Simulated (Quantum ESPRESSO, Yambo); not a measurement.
**G0W0 results for Li2SiS3**

Space group Cmc2₁ (No. 36); a = 11.630 Å, b = 6.744 Å, c = 5.964 Å, α = β = γ = 90.00°

```tsv
atom	site	symmetry	x	y	z
Li	8b	1	0.3336	0.1571	0.0089
Si	4a	m..	0.0000	0.1652	0.9970
S	8b	1	0.3489	0.1912	0.4104
S	4a	m..	0.0000	0.1386	0.3691
```
(The calculation used a cell of 12 atoms; values per cell refer to that cell.)

The geometry is that of Materials Project entry mp-1210789, symmetrised and not relaxed again.

Starting point: norm-conserving LDA (Quantum ESPRESSO, 74 Ry, scalar-relativistic). G0W0 in Yambo: 2×2×2 Γ-centred k mesh, bands 5 to 324 and a 7 Ry block in the screening, 324 bands in G with the Bruneval-Gonze terminator, plasmon pole fitted at 27.2 eV.

LDA gap along the band path: 2.88 eV
LDA gap between the mesh's edge points ((0, 0, -0.5) → (0, 0, -0.5)): 3.09 eV
G0W0 gap between the same points: 4.90 eV
estimate of the fundamental G0W0 gap (path gap plus the correction; the mesh misses a band edge): 4.69 eV

```
k point             band  E LDA (eV)  E QP (eV)  shift (eV)     Z
------------------  ----  ----------  ---------  ----------  ----
Γ                     VB       -0.20      -1.25       -1.05  0.78
Γ                     CB        3.49       4.14        0.65  0.81
(0, 0, -0.5)          VB        0.00      -1.11       -1.11  0.78
(0, 0, -0.5)          CB        3.09       3.79        0.70  0.81
(0, -0.5, 0)          VB       -0.26      -1.39       -1.13  0.78
(0, -0.5, 0)          CB        3.62       4.29        0.67  0.80
(0, -0.5, -0.5)       VB       -0.43      -1.55       -1.12  0.78
(0, -0.5, -0.5)       CB        3.32       3.99        0.67  0.80
(-0.5, -0.5, 0)       VB       -0.18      -1.31       -1.13  0.78
(-0.5, -0.5, 0)       CB        3.57       4.28        0.70  0.80
(-0.5, -0.5, -0.5)    VB       -0.28      -1.39       -1.11  0.78
(-0.5, -0.5, -0.5)    CB        3.18       3.86        0.67  0.80
```

Energies count from the LDA valence-band maximum.

Nearest settings tried, and what they do to the gap: 116 bands in W, 116 bands in G: +44 meV; 6 Ry block (397 vectors against 485): -20 meV. Not varied: mesh. So the settings aren't converged at that level. The k mesh is coarse.

The structure is a Materials Project entry; no match was found in the copy of COD used, and its stability was not checked.
